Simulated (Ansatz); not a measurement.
MoS₂ in space group P6_3/mmc (No. 194; Mo on 2c, S on 4f) at seven volumes, plane-wave PAW r²SCAN+D4 (Ansatz code), shape and atoms relaxed at each. One row is withheld.

```tsv
V (Å³/atom)	P (GPa)
16.524	6.05
17.069	3.36
17.613	1.40
18.158	0.00
18.703	-0.88
19.248	-1.36
19.792	?
```

Q: Fit the shown pressures and predict the withheld one.

A: P = (3/2)B₀(x^(7/2) − x^(5/2))[1 + (3/4)(B′ − 4)(x − 1)] with x = (V₀/V)^(2/3). Least squares on the six rows gives V₀ = 18.171 Å³/atom, B₀ = 36.4 GPa, B′ = 13.21. At V = 19.792, x = 0.9446 and P = -1.62 GPa. The run itself gave -1.55 GPa.

Symmetry was held in the r²SCAN+D4 relaxation. The run is not spin-polarised.

Potentials: the later of the program's two PAW sets.
